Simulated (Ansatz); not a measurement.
Here is the system:

Ta$_{5}$Si$_{3}$:
```cif
data_Si6Ta10
_chemical_formula_sum 'Ta10 Si6'
_space_group_name_H-M_alt 'P 1'
_space_group_IT_number 1
_cell_length_a 7.48634
_cell_length_b 7.48634
_cell_length_c 7.48634
_cell_angle_alpha 128.515
_cell_angle_beta 128.515
_cell_angle_gamma 75.793
loop_
_space_group_symop_operation_xyz
  'x, y, z'
loop_
_atom_site_label
_atom_site_type_symbol
_atom_site_fract_x
_atom_site_fract_y
_atom_site_fract_z
_atom_site_occupancy
Ta1 Ta 0.01444 0.18505 0.50000 1
Ta2 Ta 0.98556 0.81495 0.50000 1
Ta3 Ta 0.18505 0.68505 0.17061 1
Ta4 Ta 0.81495 0.31495 0.82939 1
Ta5 Ta 0.68505 0.51444 0.50000 1
Ta6 Ta 0.31495 0.48556 0.50000 1
Ta7 Ta 0.51444 0.01444 0.82939 1
Ta8 Ta 0.48556 0.98556 0.17061 1
Ta9 Ta 0.50000 0.50000 0.00000 1
Ta10 Ta 0.00000 0.00000 0.00000 1
Si1 Si 0.13022 0.63022 0.76044 1
Si2 Si 0.86978 0.36978 0.23956 1
Si3 Si 0.63022 0.86978 0.50000 1
Si4 Si 0.36978 0.13022 0.50000 1
Si5 Si 0.75000 0.75000 0.00000 1
Si6 Si 0.25000 0.25000 0.00000 1
```

This is the PBEsol-relaxed structure.

Q: All from PBEsol in the plane-wave PAW code Ansatz, unless another level is named. Predict the electronic character.

A: metallic (no gap).

Q: Give the formation energy from the elements (no fitted shifts).

A: -0.67 eV/atom.

Q: And the density of states at the Fermi level?

A: 0.35 states/eV per atom (mean over ±0.08 eV).

Space group I4/mcm. The first step of the workflow began from a Materials Project structure, measured or hypothetical; the Crystallography Open Database files this formula in space group No. 140, but the cells were not matched. Its standing as an ambient phase is unchecked. The PBEsol relaxation kept the symmetry of its start; its stability against distortions is not shown here. No spin polarisation was allowed. The references are the lowest solids computed at this level, not always the standard phases. Scalar-relativistic: spin–orbit coupling is off unless named, which matters more the heavier the elements.

Potentials: the later of the program's two PAW sets.
